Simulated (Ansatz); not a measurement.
WC (rock salt, Fm-3m) at seven volumes, r²SCAN in the plane-wave PAW code Ansatz, scaled uniformly. One row is withheld.

```
V (Å³/atom)  P (GPa)
-----------  -------
9.459          44.01
9.771          26.96
10.083             ?
10.395          0.00
10.706        -10.60
11.018        -19.65
11.330        -27.36
```

Question: Fit the shown pressures and predict the withheld one.

Answer: P = (3/2)B₀(x^(7/2) − x^(5/2))[1 + (3/4)(B′ − 4)(x − 1)] with x = (V₀/V)^(2/3). Least squares on the six rows gives V₀ = 10.395 Å³/atom, B₀ = 382 GPa, B′ = 4.26. At V = 10.083, x = 1.0205 and P = 12.42 GPa. The run itself gave 12.42 GPa.

The first step of the workflow began from a Materials Project structure, measured or hypothetical; the Crystallography Open Database copy checked does not list it. It is not the phase usual at ambient conditions (space group No. 187). The r²SCAN relaxation kept the symmetry of its start; of distortions, only those at the zone centre were tested. The run is not spin-polarised. Its formation energy is positive at this level, so the cell may be metastable or incomplete. Spin–orbit coupling is left out wherever it is not named.

Potentials: the later of the program's two PAW sets.
